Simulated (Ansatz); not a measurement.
NiP in space group Pbca (No. 61; Ni on 8c, P on 8c), the program Ansatz at the PBEsol level (PAW), all energies at zero smearing, with the estimated change up to a 700 eV cutoff added, with one set of potentials and settings (totals compare only within such a set). Cell of 16 atoms (8 Ni, 8 P): -52368.657 eV.

```tsv
element	reference phase	E (eV/atom)
Ni	Fm-3m, 1 atoms in the cell, spin-polarised	-5804.9762
P	Cmce, 4 atoms in the cell	-740.0371
```

Formation energy per atom, worked out: (-52368.657 − 8×(-5804.9762) − 8×(-740.0371))/16 = -0.534 eV/atom (-52 kJ per mol of atoms), at 0 K, without zero-point energy or fitted corrections.

The workflow started from a Materials Project entry (that database holds measured and hypothetical structures alike); the Crystallography Open Database files this formula in space group No. 61, but the cells were not matched. Its standing as an ambient phase is unchecked. Symmetry was held in the PBEsol relaxation; its stability against distortions is not shown here. No spin polarisation was allowed. The references are the lowest solids computed at this level, not always the standard phases.

Potentials: the later of the program's two PAW sets.
